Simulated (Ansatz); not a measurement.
Polymorphs of In$_{2}$Au, each relaxed with DFT-r²SCAN in the program Ansatz with PAW potentials:

A: cubic Laves (MgCu2 type) (Fd-3m)
a = 8.4209 Å, b = 8.4209 Å, c = 8.4209 Å, α = 90.00°, β = 90.00°, γ = 90.00°

```csv
atom,site,symmetry,x,y,z
In,16c,.-3m,0.1250,0.1250,0.1250
Au,8b,-43m,0.5000,0.5000,0.5000
```

B: fluorite or antifluorite type (Fm-3m)
a = b = c = 6.5699 Å, α = β = γ = 90.00°

```csv
atom,site,symmetry,x,y,z
In,8c,-43m,0.2500,0.2500,0.2500
Au,4a,m-3m,0.0000,0.0000,0.0000
```

Put the candidates in order of energy per atom at 0 K, lowest first, for r²SCAN.

B (+0 meV/atom), A (+644 meV/atom)

Constructed cells (a structure type filled with these elements, in neither database checked): A. Standing as an ambient phase not checked: B. All cells were relaxed under the symmetry of their starts (and spin orders); stability against distortions was not tested throughout. Spin–orbit coupling is left out wherever it is not named.

Energies hold the estimated change up to a 700 eV cutoff; steps of a few meV lie near the error of the meshes.

Potentials: the earlier of the program's two PAW sets.
